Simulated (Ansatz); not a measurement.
Data:

Si₃Ru₅:
```yaml
crystal:
  lattice:
    - [5.23534, 0.00000, 0.00000]
    - [0.00000, 9.78448, 0.00000]
    - [0.00000, 0.00000, 4.01690]
  atoms:
    - { symbol: Si, position: [0.00000, 0.00000, 0.00000] }
    - { symbol: Si, position: [0.50000, 0.50000, 0.00000] }
    - { symbol: Si, position: [0.37005, 0.86361, 0.50000] }
    - { symbol: Si, position: [0.62995, 0.13639, 0.50000] }
    - { symbol: Si, position: [0.87005, 0.63639, 0.50000] }
    - { symbol: Si, position: [0.12995, 0.36361, 0.50000] }
    - { symbol: Ru, position: [0.00000, 0.50000, 0.00000] }
    - { symbol: Ru, position: [0.50000, 0.00000, 0.00000] }
    - { symbol: Ru, position: [0.15805, 0.77310, 0.00000] }
    - { symbol: Ru, position: [0.84195, 0.22690, 0.00000] }
    - { symbol: Ru, position: [0.65805, 0.72690, 0.00000] }
    - { symbol: Ru, position: [0.34195, 0.27310, 0.00000] }
    - { symbol: Ru, position: [0.33473, 0.60944, 0.50000] }
    - { symbol: Ru, position: [0.66527, 0.39056, 0.50000] }
    - { symbol: Ru, position: [0.83473, 0.89056, 0.50000] }
    - { symbol: Ru, position: [0.16527, 0.10944, 0.50000] }
```

This is the r²SCAN-relaxed structure.

Q: All from plane-wave PAW r²SCAN (Ansatz code), unless another level is named. Estimate the electronic character.

A: metallic (no gap).

Q: Next, the formation energy from the elements (no fitted shifts)?

A: -0.46 eV/atom.

Q: Predict the density of states at the Fermi level.

A: 0.65 states/eV per atom (mean over ±0.08 eV).

Space group Pbam. The workflow started from a Materials Project entry (that database holds measured and hypothetical structures alike); the Crystallography Open Database copy checked does not list it. Its standing as an ambient phase is unchecked. The r²SCAN relaxation kept the symmetry of its start; its stability against distortions is not shown here. No spin polarisation was allowed. The references are the lowest solids computed at this level, not always the standard phases. Spin–orbit coupling is left out wherever it is not named.

Potentials: the later of the program's two PAW sets.
